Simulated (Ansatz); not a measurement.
Relaxation of a relaxed AlNi cell shaken by Gaussian noise of σ = 0.08 Å a coordinate; 8 atoms in the cell, which starts as P1 (No. 1), aP8; a = 2.535 Å, b = c = 7.375 Å, α = β = γ = 90.00°. The numbers are results of PBEsol (plane waves to 420 eV, PAW, scalar-relativistic; Ansatz, a quantum-chemistry and plane-wave program), not measurements. Γ-centred k-mesh 5×5×13 on the run's cell (coarser than for final values), Fermi–Dirac smearing 0.05 eV. This is the first round of the run. 

The optimiser's lines from the output (shortened; P is positive under compression):

```
relax step   1: F+E_penalty+E_count = -25316.40613621 eV  Δ(F+E_penalty+E_count) = +0.000e0 eV  max|allowed force component| = 3.005e0 eV/Å  Δτ_max = 0.0000 Å  P = +1.955 GPa  Ω = 137.888 Å³  (10 SCF iters, dr2 threshold 1.00e-7 eV, accepted)
relax step   2: F+E_penalty+E_count = -25316.97716646 eV  Δ(F+E_penalty+E_count) = -5.710e-1 eV  max|allowed force component| = 1.461e0 eV/Å  Δτ_max = 0.0916 Å  P = +0.698 GPa  Ω = 137.325 Å³  (8 SCF iters, dr2 threshold 8.00e-7 eV, accepted)
relax step   3: F+E_penalty+E_count = -25317.54808280 eV  Δ(F+E_penalty+E_count) = -5.709e-1 eV  max|allowed force component| = 6.753e-1 eV/Å  Δτ_max = 0.1922 Å  P = +0.157 GPa  Ω = 135.513 Å³  (8 SCF iters, dr2 threshold 8.00e-7 eV, accepted)
relax step   4: F+E_penalty+E_count = -25318.09104357 eV  Δ(F+E_penalty+E_count) = -5.430e-1 eV  max|allowed force component| = 1.070e0 eV/Å  Δτ_max = 0.2000 Å  P = -0.086 GPa  Ω = 133.421 Å³  (8 SCF iters, dr2 threshold 8.00e-7 eV, accepted)
relax step   5: F+E_penalty+E_count = -25318.72850427 eV  Δ(F+E_penalty+E_count) = -6.375e-1 eV  max|allowed force component| = 9.600e-1 eV/Å  Δτ_max = 0.1952 Å  P = -0.642 GPa  Ω = 131.445 Å³  (8 SCF iters, dr2 threshold 8.00e-7 eV, accepted)
relax step   6: F+E_penalty+E_count = -25319.33075824 eV  Δ(F+E_penalty+E_count) = -6.023e-1 eV  max|allowed force component| = 5.696e-1 eV/Å  Δτ_max = 0.2000 Å  P = -0.803 GPa  Ω = 129.129 Å³  (7 SCF iters, dr2 threshold 8.00e-7 eV, accepted)
relax step   7: F+E_penalty+E_count = -25319.79640719 eV  Δ(F+E_penalty+E_count) = -4.656e-1 eV  max|allowed force component| = 2.187e-1 eV/Å  Δτ_max = 0.2000 Å  P = +0.031 GPa  Ω = 126.146 Å³  (8 SCF iters, dr2 threshold 8.00e-7 eV, accepted)
relax step   8: F+E_penalty+E_count = -25319.98674463 eV  Δ(F+E_penalty+E_count) = -1.903e-1 eV  max|allowed force component| = 1.503e-1 eV/Å  Δτ_max = 0.2000 Å  P = +0.255 GPa  Ω = 124.728 Å³  (9 SCF iters, dr2 threshold 8.00e-7 eV, accepted)
relax step   9: F+E_penalty+E_count = -25320.04214711 eV  Δ(F+E_penalty+E_count) = -5.540e-2 eV  max|allowed force component| = 1.403e-1 eV/Å  Δτ_max = 0.2000 Å  P = -0.298 GPa  Ω = 123.759 Å³  (9 SCF iters, dr2 threshold 8.00e-7 eV, accepted)
relax step  10: F+E_penalty+E_count = -25320.12281721 eV  Δ(F+E_penalty+E_count) = -8.067e-2 eV  max|allowed force component| = 2.745e-1 eV/Å  Δτ_max = 0.1954 Å  P = -1.286 GPa  Ω = 121.996 Å³  (9 SCF iters, dr2 threshold 8.00e-7 eV, accepted)
relax step  11: F+E_penalty+E_count = -25320.23080093 eV  Δ(F+E_penalty+E_count) = -1.080e-1 eV  max|allowed force component| = 4.788e-1 eV/Å  Δτ_max = 0.1955 Å  P = -2.230 GPa  Ω = 118.952 Å³  (9 SCF iters, dr2 threshold 8.00e-7 eV, accepted)
relax step  12: F+E_penalty+E_count = -25320.47905845 eV  Δ(F+E_penalty+E_count) = -2.483e-1 eV  max|allowed force component| = 7.010e-1 eV/Å  Δτ_max = 0.1960 Å  P = -1.576 GPa  Ω = 112.960 Å³  (8 SCF iters, dr2 threshold 8.00e-7 eV, accepted)
relax step  13: F+E_penalty+E_count = -25320.68842770 eV  Δ(F+E_penalty+E_count) = -2.094e-1 eV  max|allowed force component| = 7.288e-1 eV/Å  Δτ_max = 0.1945 Å  P = +0.370 GPa  Ω = 107.235 Å³  (9 SCF iters, dr2 threshold 8.00e-7 eV, accepted)
relax step  14: F+E_penalty+E_count = -25320.74544214 eV  Δ(F+E_penalty+E_count) = -5.701e-2 eV  max|allowed force component| = 5.884e-1 eV/Å  Δτ_max = 0.1930 Å  P = +2.599 GPa  Ω = 107.383 Å³  (9 SCF iters, dr2 threshold 8.00e-7 eV, accepted)
relax step  15: F+E_penalty+E_count = -25320.92185060 eV  Δ(F+E_penalty+E_count) = -1.764e-1 eV  max|allowed force component| = 1.389e-1 eV/Å  Δτ_max = 0.2000 Å  P = +0.208 GPa  Ω = 106.679 Å³  (9 SCF iters, dr2 threshold 8.00e-7 eV, accepted)
relax step  16: F+E_penalty+E_count = -25321.00887913 eV  Δ(F+E_penalty+E_count) = -8.703e-2 eV  max|allowed force component| = 2.371e-1 eV/Å  Δτ_max = 0.1802 Å  P = -0.258 GPa  Ω = 104.927 Å³  (9 SCF iters, dr2 threshold 8.00e-7 eV, accepted)
relax step  17: F+E_penalty+E_count = -25321.04200204 eV  Δ(F+E_penalty+E_count) = -3.312e-2 eV  max|allowed force component| = 2.498e-1 eV/Å  Δτ_max = 0.1959 Å  P = -0.399 GPa  Ω = 103.527 Å³  (9 SCF iters, dr2 threshold 8.00e-7 eV, accepted)
relax step  18: F+E_penalty+E_count = -25321.06603247 eV  Δ(F+E_penalty+E_count) = -2.403e-2 eV  max|allowed force component| = 1.095e-1 eV/Å  Δτ_max = 0.2000 Å  P = +0.090 GPa  Ω = 104.271 Å³  (9 SCF iters, dr2 threshold 8.00e-7 eV, accepted)
relax step  19: F+E_penalty+E_count = -25321.07368650 eV  Δ(F+E_penalty+E_count) = -7.654e-3 eV  max|allowed force component| = 2.234e-2 eV/Å  Δτ_max = 0.0533 Å  P = +0.237 GPa  Ω = 103.694 Å³  (7 SCF iters, dr2 threshold 7.49e-7 eV, accepted)
relax step  20: F+E_penalty+E_count = -25321.07548195 eV  Δ(F+E_penalty+E_count) = -1.795e-3 eV  max|allowed force component| = 1.753e-2 eV/Å  Δτ_max = 0.0483 Å  P = -0.010 GPa  Ω = 103.757 Å³  (7 SCF iters, dr2 threshold 6.81e-7 eV, accepted)
relax step  21: F+E_penalty+E_count = -25321.07572783 eV  Δ(F+E_penalty+E_count) = -2.459e-4 eV  max|allowed force component| = 1.140e-2 eV/Å  Δτ_max = 0.0051 Å  P = -0.052 GPa  Ω = 103.815 Å³  (6 SCF iters, dr2 threshold 1.83e-7 eV, accepted)
relax step  22: F+E_penalty+E_count = -25321.07565260 eV  Δ(F+E_penalty+E_count) = +7.523e-5 eV  max|allowed force component| = 1.669e-2 eV/Å  Δτ_max = 0.0108 Å  P = +0.082 GPa  Ω = 103.741 Å³  (8 SCF iters, dr2 threshold 1.10e-8 eV, rejected (line search))
relax step  23: F+E_penalty+E_count = -25321.07579881 eV  Δ(F+E_penalty+E_count) = -7.099e-5 eV  max|allowed force component| = 1.846e-3 eV/Å  Δτ_max = 0.0033 Å  P = +0.011 GPa  Ω = 103.769 Å³  (10 SCF iters, accepted)
relax step  24: F+E_penalty+E_count = -25321.07183000 eV  Δ(F+E_penalty+E_count) = +3.969e-3 eV  max|allowed force component| = 2.118e-3 eV/Å  Δτ_max = 0.0000 Å  P = +0.005 GPa  Ω = 103.769 Å³  stress off target by 7.84e-2 GPa  SCF on the basis re-selected at this cell (its energy is not comparable with the rows above)  (8 SCF iters)
relax step  25: F+E_penalty+E_count = -25321.07184901 eV  Δ(F+E_penalty+E_count) = -1.901e-5 eV  max|allowed force component| = 8.273e-4 eV/Å  Δτ_max = 0.0023 Å  P = -0.003 GPa  Ω = 103.784 Å³  (6 SCF iters, dr2 threshold 1.54e-8 eV, accepted)
relax step  26: F+E_penalty+E_count = -25321.07185573 eV  Δ(F+E_penalty+E_count) = -6.718e-6 eV  max|allowed force component| = 8.401e-4 eV/Å  Δτ_max = 0.0000 Å  P = -0.002 GPa  Ω = 103.784 Å³  stress off target by 7.38e-3 GPa  SCF on the basis re-selected at this cell (its energy is not comparable with the rows above)  (6 SCF iters)
```

From the first to the last row the energy changes by -0.58 eV/atom and the volume by -24.7 %. The last row is marked as not comparable with the walk above it, whose basis was carried along; it does compare with step 1, since both stand on a basis selected at the nominal cutoff for their own cell.

Step 22 was rejected by the optimiser.

Later rounds, restarted from the end of this one on a renewed k-mesh, logged 8 more steps and released under 0.01 eV/atom more. The final structure after all rounds: P2/m (No. 10), mP8; a = 6.170 Å, b = 2.679 Å, c = 6.284 Å, α = γ = 90.00°, β = 92.74°. Between re-selections the logged energies stand on a plane-wave basis carried along with the cell. No spin polarisation in the result. A magnetic state may lie lower.

The relaxed structure here is a generated cell of AlNi: the first start was made by placing the elements on the sites of a structure type, and the end was not matched to a known phase here, so it may be hypothetical. Known forms of AlNi include space group No. 221.
